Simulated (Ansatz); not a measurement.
NiSb (NiAs type, space group No. 194) at seven volumes, PBE (plane waves, PAW; program Ansatz), shape and atoms relaxed at each. One row is withheld.

| V (Å³/atom) | P (GPa) |
|---|---|
| 16.054 | 13.48 |
| 16.584 | 8.16 |
| 17.113 | 3.70 |
| 17.642 | 0.00 |
| 18.171 | -3.09 |
| 18.701 | ? |
| 19.230 | -7.80 |

Q: Fit the shown pressures and predict the withheld one.

A: P = (3/2)B₀(x^(7/2) − x^(5/2))[1 + (3/4)(B′ − 4)(x − 1)] with x = (V₀/V)^(2/3). Least squares on the six rows gives V₀ = 17.642 Å³/atom, B₀ = 113 GPa, B′ = 5.06. At V = 18.701, x = 0.9619 and P = -5.69 GPa. The run itself gave -5.67 GPa.

Space group P6_3/mmc (NiAs type). The cell was relaxed with PBE under the symmetry of its start. The workflow began spin-polarised and lost its moments. Spin–orbit coupling is left out wherever it is not named.

Potentials: the later of the program's two PAW sets.
